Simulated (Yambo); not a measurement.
Yambo run on Ag$_{2}$S (space group P2_1/c, No. 14). The wavefunctions are PBEsol (pw.x of Quantum ESPRESSO, ONCV potentials, no spin-orbit coupling) ones on a 4×2×1 mesh (88 occupied bands); a = 4.554 Å, b = 7.021 Å, c = 9.344 Å, α = γ = 90.00°, β = 117.39°.

Yambo input:

```
rim_cut
gw0
dyson
el_el_corr
HF_and_locXC
ppa
em1d
RandQpts= 1000000
RandGvec= 1 Ry
EXXRLvcs= 82 Ry
VXCRLvcs= 328 Ry
Chimod= "HARTREE"
% BndsRnXp
 33 | 328 |
%
NGsBlkXp= 6 Ry
% LongDrXp
 1.0 | 1.0 | 1.0 |
%
PPAPntXp= 27.2114 eV
% GbndRnge
 1 | 232 |
%
GTermKind= "BG"
DysSolver= "n"
ExtendOut
% QPkrange
 1 | 1 | 88 | 89 |
 5 | 5 | 89 | 89 |
%
```

k points by index: 1 = Γ, 5 = (-0.5, 0, 0).

Resulting energies as the program prints them:

```
#    K-point    Band    Eo [eV]    E [eV]    E-Eo [eV]    Vxc [eV]    Vnlxc [eV]    Sc|Eo [eV]    Sc|E [eV]    dSc/dw|Eo [eV]    Re(Z)    Im(Z)
#
    1    88    0.000000    -0.363445    -0.363445    -19.11475    -22.49185    2.915291    3.013655    -7.362331    0.787052    -0.001412
    1    89    1.226791    1.487210    0.260418    -17.54166    -15.36943    -1.844177    -1.911805    -7.064939    0.793880    -0.001372
    5    89    1.200181    1.622285    0.422104    -11.96462    -8.157215    -3.285037    -3.385298    -6.461960    0.808097    -0.001305
```
(The two width columns are left out.) Convergence of these settings isn't established.

Geometry of the Materials Project entry, not relaxed at this level.
